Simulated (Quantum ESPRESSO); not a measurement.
## Band energies of NaOH

```
NaOH
1.0
    1.69658    -5.40121     0.00000
    1.69658     5.40121     0.00000
    0.00000     0.00000     3.37362
H O Na
2 2 2
Direct
  0.03897   0.96103   0.75000
  0.96103   0.03897   0.25000
  0.87159   0.12841   0.25000
  0.12841   0.87159   0.75000
  0.34155   0.65845   0.75000
  0.65845   0.34155   0.25000
```

norm-conserving PBEsol (Quantum ESPRESSO, 88 Ry, without SOC); path ΓXSRAZΓYX1A1TY,ZT; energies in eV from the valence-band maximum.

```
k (1/Å)  point  band 12  band 13  band 14  band 15  band 16  band 17  band 18  band 19
-------  -----  -------  -------  -------  -------  -------  -------  -------  -------
0.00         Γ    -3.67    -0.52    -0.30    -0.21     0.00     3.05     8.63     8.83
0.41              -3.69    -1.11    -0.72    -0.50    -0.02     4.11     8.39     9.21
0.81              -3.83    -1.91    -1.30    -0.44    -0.07     5.96     6.97     9.61
1.02         X    -3.97    -1.92    -1.27    -0.41    -0.10     6.09     7.20     8.80
1.02         S    -3.91    -1.92    -1.33    -0.42    -0.09     6.30     6.81     9.19
1.39              -4.00    -1.75    -1.28    -0.73    -0.48     6.94     7.07     9.40
1.76              -4.26    -1.45    -1.34    -1.09    -0.93     7.86     8.14     9.05
1.95         R    -4.43    -1.40    -1.40    -1.04    -1.04     8.44     8.44     8.73
1.95         A    -4.45    -1.37    -1.37    -1.04    -1.04     8.50     8.50     8.60
2.46              -4.44    -1.54    -1.54    -0.77    -0.77     7.31     7.31     9.98
2.80              -4.50    -1.71    -1.71    -0.32    -0.32     6.82     6.82     9.75
2.97         Z    -4.51    -1.74    -1.74    -0.24    -0.24     6.74     6.74     9.72
3.15              -4.24    -1.64    -1.61    -0.25    -0.23     5.78     7.71     9.36
3.52              -3.83    -0.99    -0.75    -0.29    -0.21     4.02     8.96     9.03
3.90         Γ    -3.67    -0.52    -0.30    -0.21     0.00     3.05     8.63     8.83
4.28              -4.17    -0.43    -0.43    -0.11    -0.07     3.86     7.03     9.76
4.48         Y    -4.43    -0.45    -0.38    -0.16    -0.04     4.25     6.54    10.03
4.81              -4.34    -0.96    -0.43    -0.38    -0.15     4.71     7.05     9.81
5.15              -4.11    -1.72    -1.08    -0.40    -0.12     5.61     8.09     8.16
5.31        X1    -3.97    -1.92    -1.27    -0.41    -0.10     6.09     7.20     8.80
5.47              -3.99    -1.89    -1.26    -0.47    -0.19     6.20     7.26     8.86
5.78              -4.10    -1.66    -1.21    -0.81    -0.68     6.93     7.66     9.00
6.09              -4.32    -1.42    -1.31    -1.03    -1.00     7.94     8.28     8.75
6.24        A1    -4.45    -1.37    -1.37    -1.04    -1.04     8.50     8.50     8.60
6.41              -4.50    -1.29    -1.29    -1.00    -1.00     7.95     7.95     8.98
6.91              -4.69    -1.39    -1.39    -0.33    -0.33     6.56     6.56     9.62
7.08         T    -4.71    -1.40    -1.40    -0.24    -0.24     6.44     6.44     9.63
7.21              -4.67    -1.37    -1.35    -0.28    -0.19     6.05     6.79     9.30
7.48              -4.56    -1.04    -1.02    -0.37    -0.11     5.26     7.14     9.11
7.74              -4.46    -0.60    -0.47    -0.43    -0.06     4.56     6.80     9.67
8.01         Y    -4.43    -0.45    -0.38    -0.16    -0.04     4.25     6.54    10.03
8.01         Z    -4.51    -1.74    -1.74    -0.24    -0.24     6.74     6.74     9.72
8.16              -4.54    -1.69    -1.69    -0.24    -0.24     6.69     6.69     9.70
8.59         T    -4.71    -1.40    -1.40    -0.24    -0.24     6.44     6.44     9.63
```

The PBEsol gap is direct, 3.05 eV at Γ.

Geometry relaxed with PBE+D3(BJ).

The structure is a Materials Project entry; no match was found in the copy of COD used, and its stability was not checked.

Letters of k points follow the standard setting of the lattice, whose axes may be ordered differently from the printed cell.
